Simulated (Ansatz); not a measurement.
**4 guesses for Cu4Mo and where they end**

Level of theory: DFT PBE, scalar-relativistic, plane waves, PAW in Ansatz 0.2.0. All cells share a 420 eV cutoff and Γ-centred k meshes spaced at most about 0.3 Å⁻¹ (about 0.25 or finer for metals, 2π included). Collinear spin in cells that started with moments and kept them past the coarse steps, no spin elsewhere.

Each guess was relaxed in cell and atoms at zero pressure, within the symmetry of its start. These are static total energies at zero pressure. Coordination counts all near atoms (those within 1.25 times the shortest distance at each site; a plus sign parts nearer from farther groups; a slash parts the counts of unlike sites).

```tsv
guess	made from	start group	V start (Å³/atom)	end group	V end (Å³/atom)	coordination at the end	gap on mesh (eV)	largest moment (μB)	E over the lowest end (meV/atom)
1	CrGa4 type	Im-3m	14.1	Im-3m	17.9	Cu 2+6, Mo 8	0	-	641
2	random cell	P-3m1	13.5	P-3m1	14.3	Cu 5+6/8+3, Mo 6+6	0	0.5	0
3	random cell	P6/mmm	13.9	P6/mmm	14.4	Cu 8, Mo 12	0	-	46
4	PbF4 type	I4/mmm	13.0	?	?	?	?	?	?
```

Guess 4 as it starts:

```
Cu Mo
1.0
    -2.06773    2.06773    3.78824
     2.06773   -2.06773    3.78824
     2.06773    2.06773   -3.78824
Cu Mo
4 1
Direct
  0.74815 0.74815 0.00000
  0.50000 0.00000 0.50000
  0.00000 0.50000 0.50000
  0.25185 0.25185 0.00000
  0.00000 0.00000 0.00000
```

**Question.** Predict the end of this guess and its energy over the lowest end.

**Answer.** It ends in space group I4/mmm (No. 139), with a = 4.742 Å, c = 7.193 Å, 16.2 Å³/atom and no gap, without spin. It lies 0.57 eV/atom over the lowest end, above guess 3 and below guess 1. Counting all near atoms, this end has Cu 2+4/6, Mo 6 and the lowest (guess 2) has Cu 5+6/8+3, Mo 6+6.

Space group I4/mmm (No. 139). a = 4.742 Å, b = 4.742 Å, c = 7.193 Å, α = 90.00°, β = 90.00°, γ = 90.00°
```tsv
atom	site	symmetry	x	y	z
Cu	4e	4mm	0.5000	0.5000	0.1632
Cu	4c	mmm.	0.0000	0.5000	0.0000
Mo	2a	4/mmm	0.0000	0.0000	0.0000
```

The zero of energy is the elements' standard structures at the same level; no fitted shifts are applied.

**Question.** Is the lowest end bound against the elements?

**Answer.** No: its formation energy is +0.57 eV/atom. The separate elements lie lower, so it is unstable against them.

Another magnetic order may lie lower. Cells relaxed within their symmetry can be saddle points. A lower structure may well exist outside this small set. Some candidate types were left out of the draw beforehand, so a known form may be missing.
